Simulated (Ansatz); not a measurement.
Relaxed-ion elastic tensor of N (fcc (Cu type), Fm-3m) in GPa (Voigt order), r²SCAN+D4 (plane waves, PAW; program Ansatz); density 3.08 g/cm³, 7.56 Å³ per atom.

```tsv
	1	2	3	4	5	6
1	-105	333	333	0.0	0.0	0.0
2	333	-105	333	0.0	0.0	0.0
3	333	333	-105	0.0	0.0	0.0
4	0.0	0.0	0.0	-211	0.0	0.0
5	0.0	0.0	0.0	0.0	-211	0.0
6	0.0	0.0	0.0	0.0	0.0	-211
```

Problem. Is the crystal mechanically stable?

Solution. No: the smallest eigenvalue of C is -438 GPa.

The cell is a constructed one: a structure type filled with these elements; neither database checked (COD, Materials Project) lists it. It is not the usual solid phase (space group No. 205). The cell was relaxed with r²SCAN+D4 under the symmetry of its start. At this level the phase is mechanically unstable. The substance is a gas or liquid at ambient conditions. As this level gives no gap, shear constants depend on the k-mesh and smearing (Fermi–Dirac, 0.1 eV here). On the denser mesh and wider smearing of the elastic run this cell carries a stress of 0.4 GPa.

Potentials: the later of the program's two PAW sets.
